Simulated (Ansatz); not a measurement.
Relaxing Ti₂AlC

The calculation used DFT PBEsol, scalar-relativistic, plane waves, PAW in Ansatz. Run with 420 eV cutoff, 12×12×4 k-mesh, Gaussian smearing of 0.10 eV, no spin polarisation.

What was changed: biaxial strain in the a-b plane, c and atoms relaxed: +1.5 %.

Command:

```bash
ansatz run input.yaml --threads 2 --pin off --max-ram 5120MiB --backend cpu --events-out ev --progress --plain --runs-dir out
```

Input:

```yaml
crystal:
  lattice:
    - [3.0834785327, 0.0, 0.0]
    - [-1.5417392663, 2.6703707413, 0.0]
    - [0.0, 0.0, 13.513771719]
  atoms:
    - { symbol: Ti, position: [0.3333333333, 0.6666666667, 0.0832777513] }
    - { symbol: Ti, position: [0.6666666667, 0.3333333333, 0.5832777513] }
    - { symbol: Ti, position: [0.6666666667, 0.3333333333, 0.9167222487] }
    - { symbol: Ti, position: [0.3333333333, 0.6666666667, 0.4167222487] }
    - { symbol: Al, position: [0.3333333333, 0.6666666667, 0.75] }
    - { symbol: Al, position: [0.6666666667, 0.3333333333, 0.25] }
    - { symbol: C, position: [0.0, 0.0, 0.0] }
    - { symbol: C, position: [0.0, 0.0, 0.5] }
basis:
  ecutwfc: 420
kpoints:
  mp_grid: { grid: [12, 12, 4] }
hamiltonian:
  xc: pbesol
scf:
  occupations: { method: gaussian, width: 0.1 }
output:
  forces: true
  stress: true
  eigenvalues: true
relax:
  adjacent_minimum: "off"
  f_tol: 0.008
  max_steps: 40
  cell: { stress_tol: 0.015, fix: [a, b, gamma] }
```

F is the free energy. Steps run on the plane waves of an earlier cell, but the last one, and at times one on the way, on a freshly chosen basis, so a repeated geometry can differ a little in energy. The held parts of the cell keep their stress, so P needn't end at zero.

Steps:

| step | F − F(1) (eV) | largest force component (eV/Å) | V (Å³/atom) | P (GPa) |
| --- | --- | --- | --- | --- |
| 1 | 0.0000 | 0.067 | 13.909 | -3.25 |
| 2 | 0.0001 | 0.030 | 13.976 | -3.63 |
| 3 | -0.0007 | 0.004 | 13.941 | -3.37 |
| 4 | -0.0007 | 0.001 | 13.942 | -3.39 |
| 5 | -0.0009 | 0.001 | 13.942 | -3.39 |

Relaxed structure:

```
CELL_PARAMETERS angstrom
3.08348 0.00000 0.00000
-1.54174 2.67037 0.00000
0.00000 0.00000 13.54533
ATOMIC_POSITIONS crystal
Ti 0.33333 0.66667 0.08296
Ti 0.66667 0.33333 0.58296
Ti 0.66667 0.33333 0.91704
Ti 0.33333 0.66667 0.41704
Al 0.33333 0.66667 0.75000
Al 0.66667 0.33333 0.25000
C 0.00000 0.00000 0.00000
C 0.00000 0.00000 0.50000
```

Symmetry: P6_3/mmc, No. 194, hexagonal system. Conventional cell: a = 3.083 Å, b = 3.083 Å, c = 13.545 Å, α = 90.00°, β = 90.00°, γ = 120.00°. Around Ti (site symmetry 3m) lie 3 C at 2.11 Å. Al (site symmetry -6m2) has 6 Ti at 2.88 Å and 6 Al at 3.08 Å as nearest neighbours. C (site symmetry -3m) is surrounded by 6 Ti at 2.11 Å.

The run converged. The run took 18 s on 2 threads of Intel(R) Xeon(R) 6975P-C (Granite Rapids), with other jobs on the host, peak memory 0.57 GiB.